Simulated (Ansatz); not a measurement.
# Si3N4 — electrostatic potentials at the N nuclei

Cell: a COD entry whose atoms were relaxed with PBE, the cell held.

```cif
data_Si3N4
_symmetry_space_group_name_H-M 'P6_3/m'
_symmetry_Int_Tables_number 176
_cell_length_a 7.6170
_cell_length_b 7.6170
_cell_length_c 2.9134
_cell_angle_alpha 90.000
_cell_angle_beta 90.000
_cell_angle_gamma 120.000
loop_
_atom_site_label
_atom_site_type_symbol
_atom_site_symmetry_multiplicity
_atom_site_Wyckoff_symbol
_atom_site_fract_x
_atom_site_fract_y
_atom_site_fract_z
Si Si 6 h 0.1740 0.7679 0.2500
N7 N 2 c 0.3333 0.6667 0.2500
N9 N 6 h 0.3298 0.0300 0.2500
```

One atom of each set is listed.

Computed with Ansatz: DFT, PBE, plane waves and PAW, scalar-relativistic, 420 eV cutoff, Γ-centred 4×4×9 k-points, Fermi–Dirac smearing 0.02 eV.

The potential at a nucleus is that of all electrons and the other nuclei. A higher potential binds the core electrons more strongly, so differences between sites of one element are the initial-state part of core-level shifts.

Q: Rank the N sites by the potential at the nucleus, lowest first, and give each against the lowest.
A. N7: 3 Si at 1.73 Å
B. N9: 3 Si at 1.74 Å

A: A (0.00 V), B (0.40 V).
